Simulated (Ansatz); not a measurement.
The relaxed structure here is a generated cell of CdO: the first start was made by placing the elements on the sites of a structure type, and the end was not matched to a known phase here, so it may be hypothetical. Known forms of CdO include space group No. 225.

The end point of a relaxation of CdO. Method: PBEsol (plane waves to 420 eV, PAW, scalar-relativistic; Ansatz, a quantum-chemistry and plane-wave program).

```cif
data_Cd6O6
_chemical_formula_sum 'Cd6 O6'
_space_group_name_H-M_alt 'P 1'
_space_group_IT_number 1
_cell_length_a 3.27971
_cell_length_b 3.27971
_cell_length_c 16.62710
_cell_angle_alpha 90.000
_cell_angle_beta 90.000
_cell_angle_gamma 120.000
loop_
_space_group_symop_operation_xyz
  'x, y, z'
loop_
_atom_site_label
_atom_site_type_symbol
_atom_site_fract_x
_atom_site_fract_y
_atom_site_fract_z
_atom_site_occupancy
Cd1 Cd 0.00000 0.00000 0.25000 1
Cd2 Cd 0.00000 0.00000 0.75000 1
Cd3 Cd 0.33333 0.66667 0.58245 1
Cd4 Cd 0.66667 0.33333 0.08245 1
Cd5 Cd 0.66667 0.33333 0.41755 1
Cd6 Cd 0.33333 0.66667 0.91755 1
O1 O 0.00000 0.00000 0.00000 1
O2 O 0.00000 0.00000 0.50000 1
O3 O 0.33333 0.66667 0.16443 1
O4 O 0.66667 0.33333 0.66443 1
O5 O 0.66667 0.33333 0.83557 1
O6 O 0.33333 0.66667 0.33557 1
```

Determine the symmetry and give the standard cell with its independent sites.

Space group P6₃/mmc (No. 194); a = b = 3.280 Å, c = 16.627 Å, α = β = 90.00°, γ = 120.00°

| atom | site | symmetry | x | y | z |
|---|---|---|---|---|---|
| Cd | 2b | -6m2 | 0.0000 | 0.0000 | 0.2500 |
| Cd | 4f | 3m. | 0.6667 | 0.3333 | 0.0824 |
| O | 2a | -3m. | 0.0000 | 0.0000 | 0.0000 |
| O | 4f | 3m. | 0.3333 | 0.6667 | 0.1644 |

This is the AFLOW prototype AB_hP12_194_af_bf (as in MoC).

Give the shortest distances between elements (the closest pairs, up to four, under 3.6 Å).

Cd–O 2.33 Å; O–O 2.85 Å; Cd–Cd 3.28 Å.

| Property | Result |
|---|---|
| Volume per atom | 12.91 Å³ |
| Density | 8.26 g/cm³ |
| Band gap | no gap (metallic) |

No spin polarisation in the result.

The run could not lose the symmetry of its start, so the end can be a saddle point.
